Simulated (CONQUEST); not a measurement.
**Cell size against k-point sampling: Ge2Mo (space group no. 139; from Materials Project mp-10201)**

The cell holds 24 atoms: 2 × 2 × 1 repeats of the unit below.

```xyz
6
Lattice="3.3202 0.0000 0.0000 0.0000 3.3202 0.0000 0.0000 0.0000 8.1864" Properties=species:S:1:pos:R:3 pbc="T T T"
Ge     1.6601     1.6601     1.3235
Ge     0.0000     0.0000     2.7697
Ge     0.0000     0.0000     5.4167
Ge     1.6601     1.6601     6.8629
Mo     0.0000     0.0000     0.0000
Mo     1.6601     1.6601     4.0932
```

Method: LDA (PW92), numerical atomic orbitals single-zeta with polarisation (the shipped basis less its second zetas), PseudoDojo norm-conserving potentials made for LDA (CONQUEST 1.3).

Settings: basis = SZP; Diag.MPMeshX, Y, Z = 3 3 3; potentials = PseudoDojo norm-conserving LDA; Grid.GridCutoff = 140 Ha; DM.SolutionMethod = diagon; Diag.kT = 0.003675 Ha; Diag.GammaCentred = true; Diag.KProcGroups = 4; minE.SCTolerance = 1.0e-06; SC.MaxIters = 100; SC.LinearMixingFactor = 0.3; SC.KerkerPreCondition = true; SC.KerkerFactor = 0.1 1/bohr; AtomMove.TypeOfRun = static.

The same crystal is run in cells of several sizes, at the zone centre alone and on meshes of about one spacing (all through Γ); other settings stay, and the mesh named above is that of the cell described.

```csv
run,repeats,atoms,k-point mesh,atoms × mesh points,ΔF from R0 (meV/atom),pressure (GPa)
R0,1 × 1 × 1,6,6 × 6 × 3,648,0.0,0.50
R1,2 × 2 × 1,24,1 × 1 × 1,24,134.4,1.64
R2,2 × 2 × 1,24,3 × 3 × 3,648,0.0,0.50
R3,3 × 3 × 1,54,1 × 1 × 1,54,22.4,0.99
R4,3 × 3 × 1,54,2 × 2 × 3,648,0.0,0.50
```

At the zone centre alone the energy per atom lies 134 meV from run R0 in the cell of 24 atoms and 22.4 meV in that of 54. The runs on meshes spread over 0.0 meV/atom. A supercell at Γ samples the same points as the small cell on a mesh of its repeats, so the product of atoms and mesh points roughly measures the sampling (how it is spread over the three directions matters too); run R0 has the largest product here, or one of the largest, and need not be converged itself. Rows whose repeats times mesh give the same three numbers hold the same set of points and agree by construction.

The program uses no crystal symmetry, so grid and mesh can part values that symmetry would make equal. The atom-centred basis is finite, which shifts total energies, pressures and forces against plane waves. The structure comes from a collection of computed structures, made at another level of theory; the collection holds predicted forms beside known ones. No clean gap shows at this smearing width and mesh (spacing up to 0.32 Å⁻¹); the mesh is coarse for partly filled bands, so the values carry mesh errors.

Small differences between rows can be mesh errors.
